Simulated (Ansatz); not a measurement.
## Ca (P6_3/mmc): lattice vibrations

```xyz
2
Lattice="3.8513 0.0000 0.0000 -1.9256 3.3353 0.0000 0.0000 0.0000 6.3516" Properties=species:S:1:pos:R:3 pbc="T T T"
Ca    0.0000    2.2235    1.5879
Ca    1.9256    1.1118    4.7637
```

Computed, not measured; unless marked otherwise by PBEsol, all-electron LAPW in Ansatz 0.2.0, scalar-relativistic. k mesh 12×12×6, Fermi-Dirac smearing of 0.050 eV, basis error target 1 meV/atom. The cell was relaxed by PAW under this functional, which moved its volume by -9 % from the database entry's. This phase needn't be the one found at ambient conditions.

Atoms are displaced by 0.01 Å in the smallest supercells that hold the wave vectors of a 3×3×1 mesh. Negative values stand for unstable modes.

(1) What are the phonon energies at the solved wave vectors, in cm⁻¹?

(2) Is the structure dynamically stable at these wave vectors?

(3) How do the optical zone-centre modes decompose, and which are active?

(4) How well do frozen-core PAW files reproduce these all-electron values?

(5) The cell is scaled evenly to 79.956 and 83.219 Å³ (from 81.587), with free atoms relaxed and the shape held, so these aren't the values under hydrostatic pressure. What are the mode Grüneisen parameters γ = −d ln ω/d ln V?

## Answers

(1) 

```json
{"q": "0.000 0.000 0.000", "point": "Gamma", "modes (cm⁻¹)": "71.5 (×2), 153.9"}
{"q": "0.333 0.000 0.000", "point": "–", "modes (cm⁻¹)": "65.5, 71.0, 118.1, 130.1, 145.8, 149.4"}
{"q": "0.333 0.333 0.000", "point": "K", "modes (cm⁻¹)": "120.9 (×2), 134.9 (×2), 139.2, 140.7"}
```

(2) Yes, no mode is unstable there; wave vectors off this mesh aren't tested.

(3) Point group 6/mmm: Γ_opt = E2g + B1g.

```json
{"label": "E2g", "cm⁻¹": "71.5", "activity": "Raman", "mostly": "Ca (100 %)"}
{"label": "B1g", "cm⁻¹": "153.9", "activity": "silent", "mostly": "Ca (100 %)"}
```

(4) With a cutoff of 420 eV and displacements of 0.0025 Å, the r.m.s. difference over the modes is 0.0 cm⁻¹; the largest difference is 130.2 (PAW) against 130.1 cm⁻¹ (LAPW).

(5) For the highest mode, 159.0 cm⁻¹ in the small cell and 148.8 in the large one give γ ≈ 1.66. From the change of the dynamical matrix on each mode:

```
    point   cm⁻¹     γ
    Gamma   71.5  0.34
    Gamma  153.9  1.66
0.333/0/0   65.5  0.43
0.333/0/0   71.0  0.81
0.333/0/0  118.1  0.82
0.333/0/0  130.1  1.32
0.333/0/0  145.8  1.36
0.333/0/0  149.4  1.45
        K  120.9  1.19
        K  134.9  1.39
        K  139.2  1.26
        K  140.7  1.11
```

Weighted by the modes' heat capacities at 300 K, the mean on this mesh is 1.07; it moves with the q mesh, and a coarse one overweights the zone boundary.

Keep in mind: responses of metals move with mesh and smearing; the frozen-core PAW files of the compared runs were fitted under PBE, their cores solved anew for this functional.
